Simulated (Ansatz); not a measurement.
MgTe (NiAs type, P6_3/mmc) at seven volumes, LDA in the plane-wave PAW code Ansatz, shape and atoms relaxed at each. One row is withheld.

```tsv
V (Å³/atom)	P (GPa)
22.734	6.11
23.483	3.74
24.232	1.73
24.982	0.00
25.731	-1.48
26.481	?
27.230	-3.82
```

**Question.** Fit the shown pressures and predict the withheld one.

**Answer.** Third-order Birch–Murnaghan: P = (3/2)B₀(x^(7/2) − x^(5/2))[1 + (3/4)(B′ − 4)(x − 1)] with x = (V₀/V)^(2/3). Least squares on the six rows gives V₀ = 24.981 Å³/atom, B₀ = 53.13 GPa, B′ = 4.21. At V = 26.481, x = 0.9619 and P = -2.74 GPa. The run itself gave -2.74 GPa.

The first step of the workflow began from a Materials Project structure, measured or hypothetical; the Crystallography Open Database copy checked does not list it. COD files the formula under space group No. 186. Whether it is the stable phase at ambient conditions was not checked. The cell was relaxed with LDA under the symmetry of its start; its stability against distortions is not shown here. Spin–orbit coupling is left out wherever it is not named.

Potentials: the later of the program's two PAW sets.
